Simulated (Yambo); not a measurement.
Yambo run on CdTe (zinc blende, space group F-43m, No. 216). The wavefunctions come from this Quantum ESPRESSO step (PBE, PseudoDojo stringent norm-conserving files, scalar-relativistic):

```
&CONTROL
  calculation = 'nscf'
  pseudo_dir = './pseudo'
  outdir = './out'
/
&SYSTEM
  ibrav = 0
  nat = 2
  ntyp = 2
  ecutwfc = 120.0
  ecutrho = 480.0
  occupations = 'fixed'
  force_symmorphic = .true.
  nbnd = 315
/
&ELECTRONS
  conv_thr = 2e-09
  diago_full_acc = .true.
  diago_thr_init = 1e-08
/
ATOMIC_SPECIES
Cd 112.4140 Cd.upf
Te 127.6000 Te.upf
CELL_PARAMETERS angstrom
  0.000000000000   3.244578509000   3.244578509000
  3.244578509000   0.000000000000   3.244578509000
  3.244578509000   3.244578509000   0.000000000000
ATOMIC_POSITIONS crystal
Cd   0.000000000000   0.000000000000   0.000000000000
Te   0.750000000000   0.750000000000   0.750000000000
K_POINTS automatic
4 4 4 0 0 0
```

Yambo input:

```
rim_cut
gw0
dyson
el_el_corr
HF_and_locXC
ppa
em1d
RandQpts= 1000000
RandGvec= 1 Ry
EXXRLvcs= 120 Ry
VXCRLvcs= 480 Ry
Chimod= "HARTREE"
% BndsRnXp
 9 | 313 |
%
NGsBlkXp= 15 Ry
% LongDrXp
 1.0 | 1.0 | 1.0 |
%
PPAPntXp= 27.2114 eV
% GbndRnge
 1 | 313 |
%
GTermKind= "BG"
DysSolver= "n"
ExtendOut
% QPkrange
 1 | 1 | 22 | 23 |
 3 | 3 | 22 | 23 |
 7 | 7 | 22 | 23 |
 8 | 8 | 22 | 23 |
%
```

k points by index: 1 = Γ, 3 = L, 7 = X, 8 = W.

Resulting energies as the program prints them:

```
#    K-point    Band    Eo [eV]    E [eV]    E-Eo [eV]    Vxc [eV]    Vnlxc [eV]    Sc|Eo [eV]    Sc|E [eV]    dSc/dw|Eo [eV]    Re(Z)    Im(Z)
#
    1    22    0.000000    -0.776649    -0.776649    -14.39994    -16.37228    0.998051    1.195694    -6.924030    0.797157    -0.001394
    1    23    0.759460    0.818530    0.059069    -11.97034    -8.183621    -3.713703    -3.727651    -6.414343    0.809241    -0.001352
    3    22    -0.766949    -1.602376    -0.835426    -13.39153    -15.61989    1.177199    1.392937    -7.026162    0.794779    -0.001440
    3    23    1.821360    1.855533    0.034173    -11.20406    -7.383925    -3.777880    -3.785965    -6.417216    0.809172    -0.001374
    7    22    -1.845665    -2.762860    -0.917196    -12.07264    -14.68510    1.451671    1.695264    -7.225984    0.790167    -0.001538
    7    23    2.627909    2.405391    -0.222518    -8.676403    -5.303263    -3.644908    -3.595657    -6.025978    0.818696    -0.001339
    8    22    -2.173503    -3.098863    -0.925359    -11.32179    -13.92123    1.428850    1.674079    -7.210304    0.790527    -0.001583
    8    23    4.245355    4.453884    0.208529    -12.92491    -8.278066    -4.384281    -4.438312    -7.045790    0.794324    -0.001554
```
(The two width columns are left out.) Convergence of these settings isn't established.

Spin-orbit coupling is not included.

Geometry relaxed with PBEsol.
